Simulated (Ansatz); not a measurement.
# Is this K3Pb structure stable?

The structure comes from a generated guess, relaxed at this level; another structure or a mixture of phases may lie lower.

Theory: DFT PBE, scalar-relativistic, plane waves, PAW in Ansatz. Settings of the last relaxation (4-atom cell): 420 eV, 10×10×10 k points, Gaussian smearing of 0.10 eV, no spin polarisation.

```
CELL_PARAMETERS angstrom
0.00000 4.52151 4.52151
4.52151 0.00000 4.52151
4.52151 4.52151 0.00000
ATOMIC_POSITIONS crystal
K 0.25000 0.25000 0.25000
K 0.50000 0.50000 0.50000
K 0.75000 0.75000 0.75000
Pb 0.00000 0.00000 0.00000
```

Energies over the elements count from the elements' standard structures at the same level, with no fitted energy shifts.

Problem. These tests were run: energy against the elements; phonons at Γ; elastic tensor. What do they show?

Solution.

```
                       test                       result
energy against the elements                −0.03 eV/atom
               phonons at Γ  lowest optical mode 45 cm⁻¹
             elastic tensor       least eigenvalue 1 GPa
```

It fails none of these tests outright. Other phases of the system weren't compared here, so this isn't yet thermodynamic stability. Phonons away from Γ weren't computed. Undecided within the accuracy: elastic tensor.

The k mesh leaves some 4 meV/atom of noise in the energy of each metallic cell. These runs have no spin–orbit coupling, which can matter for Pb. The cell is a metal run without spin; a magnetic state may lie lower. The run for the phonons used a 10×10×10 k mesh and Fermi–Dirac smearing of 0.15 eV. The run for the elastic tensor used a 10×10×10 k mesh and Fermi–Dirac smearing of 0.15 eV.
